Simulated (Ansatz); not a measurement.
**Property card for BRh**

BRh (CsCl type, Pm-3m), a = b = c = 2.6919 Å, α = β = γ = 90.00°.

Space group Pm-3m (No. 221), CsCl type; conventional cell a = b = c = 2.692 Å, α = β = γ = 90.00°.

Method: r²SCAN (plane waves, PAW; program Ansatz). Structure relaxed to zero pressure with the same functional. Other levels are named where they apply.

### Cell and energy

* **Volume per atom**: 9.75 Å³
* **Density**: 9.68 g/cm³
* **Formation energy from the elements (no fitted shifts)**: 0.027 eV/atom

### Electronic structure

* **Electronic character**: metallic (no gap)
* **Density of states at the Fermi level**: 0.28 states/eV per atom (mean over ±0.08 eV)
* **Gap with spin–orbit coupling**: none (metallic)

### Mechanics

Bulk modulus (Birch–Murnaghan fit): 312 GPa
Pressure derivative B′: 4.7
Elastic constants (relaxed ions, GPa): C11 = 620, C12 = 159, C44 = -21.1
Mechanical stability: unstable (C has a negative eigenvalue)

### Charges

- Bader charges: Rh -0.14, B +0.14 e

The cell is a constructed one: a structure type filled with these elements; neither database checked (COD, Materials Project) lists it. Whether it is the stable phase at ambient conditions was not checked. The r²SCAN relaxation kept the symmetry of its start. No spin polarisation was allowed. As this level gives no gap, shear constants depend on the k-mesh and smearing (Fermi–Dirac, 0.1 eV here). The references are the lowest solids computed at this level, not always the standard phases. Scalar-relativistic: spin–orbit coupling is off unless named, which matters more the heavier the elements.

Potentials: the earlier of the program's two PAW sets. The files were generated under PBE; for other functionals the program regenerates the frozen cores, and for LDA and PBEsol the local potential too.
